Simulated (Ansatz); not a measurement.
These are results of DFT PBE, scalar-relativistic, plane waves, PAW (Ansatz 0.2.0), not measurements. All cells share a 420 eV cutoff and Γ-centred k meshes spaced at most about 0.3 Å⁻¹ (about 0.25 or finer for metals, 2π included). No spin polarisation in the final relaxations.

All energies are static (0 K, no zero-point motion).

Two relaxed structures of Si5Ge:

A.

```cif
data_structure
_symmetry_space_group_name_H-M 'P4/mmm'
_symmetry_Int_Tables_number 123
_cell_length_a 5.6920
_cell_length_b 5.6920
_cell_length_c 4.8360
_cell_angle_alpha 90.000
_cell_angle_beta 90.000
_cell_angle_gamma 90.000
_cell_volume 156.68
loop_
_atom_site_label
_atom_site_type_symbol
_atom_site_symmetry_multiplicity
_atom_site_Wyckoff_symbol
_atom_site_fract_x
_atom_site_fract_y
_atom_site_fract_z
_atom_site_occupancy
Si1 Si 4 k 0.70287 0.29713 0.50000 1
Si2 Si 1 b 0.00000 0.00000 0.50000 1
Ge1 Ge 1 a 0.00000 0.00000 0.00000 1
```

B.

```cif
data_structure
_symmetry_space_group_name_H-M 'P6/mmm'
_symmetry_Int_Tables_number 191
_cell_length_a 4.4757
_cell_length_b 4.4757
_cell_length_c 5.3931
_cell_angle_alpha 90.000
_cell_angle_beta 90.000
_cell_angle_gamma 120.000
_cell_volume 93.56
loop_
_atom_site_label
_atom_site_type_symbol
_atom_site_symmetry_multiplicity
_atom_site_Wyckoff_symbol
_atom_site_fract_x
_atom_site_fract_y
_atom_site_fract_z
_atom_site_occupancy
Si1 Si 1 a 0.00000 0.00000 0.00000 1
Si2 Si 4 h 0.33333 0.66667 0.23938 1
Ge1 Ge 1 b 0.00000 0.00000 0.50000 1
```

Problem. Which form is favoured at zero pressure, and by what margin per atom?

Solution. B is lower, by 0.34 eV/atom. A has space group P4/mmm (No. 123), 26.1 Å³/atom and no gap on its mesh; B has space group P6/mmm (No. 191), 15.6 Å³/atom and no gap. Counting Si atoms around Ge (those within 1.25 times the shortest such distance or 1.15 times the sum of covalent radii; a plus sign parts nearer from farther groups), A has Ge 2 and B has Ge 2+12. The denser one is the lower, and pressure would at first widen the difference. Even the lower one lies +0.49 eV/atom against the reference forms of the elements (uncorrected), so neither is stable at this level. Both come from invented guesses.

Cells relaxed within their symmetry can be saddle points.
